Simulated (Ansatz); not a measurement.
A: IrO₂ (rutile), a = b = 4.529 Å, c = 3.180 Å, α = β = γ = 90.00°
B: ZnS (wurtzite), a = b = 3.845 Å, c = 6.306 Å, α = β = 90.00°, γ = 120.00°
C: Y (hcp, Mg type), a = 3.656 Å, b = 3.656 Å, c = 5.679 Å, α = 90.00°, β = 90.00°, γ = 120.00°
D: Al₂O₃ (corundum), a = b = 4.809 Å, c = 13.124 Å, α = β = 90.00°, γ = 120.00°

Scan: energy against volume (even scaling of the relaxed cell, symmetry kept). All come from one method, each on a k mesh of its own. All were relaxed with their symmetry unable to fall. IrO2 is run without spin polarisation and with no Hubbard U. Spin-orbit coupling is left out. Y is run without spin polarisation.

Q: Put the candidates in order of bulk modulus at fixed cell shape (fitted), lowest first, for PBE (plane waves to 420 eV, PAW, scalar-relativistic; Ansatz, a program for electronic structure).

A: C (40.6 GPa), B (69.1 GPa), D (230 GPa), A (274 GPa)

(A scan under strain: stresses follow from slopes of the energy per volume, elastic moduli from its curvatures.)
